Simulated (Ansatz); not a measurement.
## NaC12: stable or not

The cell was found from a structure generator's guess, not taken from experiment.

Method: Ansatz 0.2.0, DFT PBE+D3(BJ), scalar-relativistic, plane waves, PAW. Cutoff 420 eV, Γ-centred 12×12×6 mesh (13-atom cell), Gaussian smearing of 0.10 eV, no spin polarisation.

```cif
data_structure
_symmetry_space_group_name_H-M 'P 1'
_symmetry_Int_Tables_number 1
_cell_length_a 4.2924
_cell_length_b 4.2924
_cell_length_c 7.8005
_cell_angle_alpha 90.000
_cell_angle_beta 90.000
_cell_angle_gamma 120.000
_cell_volume 124.47
loop_
_atom_site_label
_atom_site_type_symbol
_atom_site_fract_x
_atom_site_fract_y
_atom_site_fract_z
_atom_site_occupancy
Na1 Na 0.00000 0.00000 0.00000 1
C1 C 0.33341 0.00000 0.71163 1
C2 C 0.00000 0.33341 0.71163 1
C3 C 0.66659 0.66659 0.71163 1
C4 C 0.66659 0.00000 0.71163 1
C5 C 0.33341 0.33341 0.71163 1
C6 C 0.00000 0.66659 0.71163 1
C7 C 0.66659 0.00000 0.28837 1
C8 C 0.33341 0.33341 0.28837 1
C9 C 0.00000 0.66659 0.28837 1
C10 C 0.33341 0.00000 0.28837 1
C11 C 0.00000 0.33341 0.28837 1
C12 C 0.66659 0.66659 0.28837 1
```

The zero of energy is the elements' standard structures at the same level; no fitted shifts are applied.

Task: These tests were run: energy against the elements; phonons on a 2×2×1 q mesh; elastic tensor. What do they show?

Result:

| test | result |
| --- | --- |
| energy against the elements | +0.03 eV/atom |
| phonons on a 2×2×1 q mesh | no imaginary mode on the mesh, but the interpolation dips to 10i cm⁻¹ between its points |
| elastic tensor | least eigenvalue 5 GPa |

It fails one test: energy against the elements. It may still be a metastable minimum. Undecided: elastic tensor (its constants aren't firm against mesh and strain step).

The k mesh leaves some 4 meV/atom of noise in the energy of each metallic cell. An odd number of electrons in the primitive cell allows no gap without spin; a larger cell or a magnetic state could open one. The run for the phonons used a 12×12×6 k mesh and Fermi–Dirac smearing of 0.15 eV. The run for the elastic tensor used a 12×12×6 k mesh and Fermi–Dirac smearing of 0.15 eV.
